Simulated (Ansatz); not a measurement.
Consider the following.

ZrSi:
```
CELL_PARAMETERS angstrom
      3.31517     0.00000     0.00000
      0.00000     3.31517     0.00000
      0.00000     0.00000     3.31517
ATOMIC_POSITIONS crystal
  Zr 0.00000 0.00000 0.00000
  Si 0.50000 0.50000 0.50000
```

This is the PBE-relaxed structure.

Task: All from DFT-PBE in the program Ansatz with PAW potentials, unless another level is named. Predict the electronic character.

Result: metallic (no gap).

Task: Give the density of states at the Fermi level.

Result: 1.4 states/eV per atom (mean over ±0.08 eV).

Task: And the formation energy from the elements (no fitted shifts)?

Result: -0.35 eV/atom.

Space group Pm-3m (CsCl type). The cell is a constructed one: a structure type filled with these elements; neither database checked (COD, Materials Project) lists it. COD files the formula under space group No. 62, 63, so this cell is another polymorph or a model. Its standing as an ambient phase is unchecked. The PBE relaxation kept the symmetry of its start; its stability against distortions is not shown here. The run is not spin-polarised. The references are the lowest solids computed at this level, not always the standard phases. Spin–orbit coupling is left out wherever it is not named.

Potentials: the later of the program's two PAW sets.
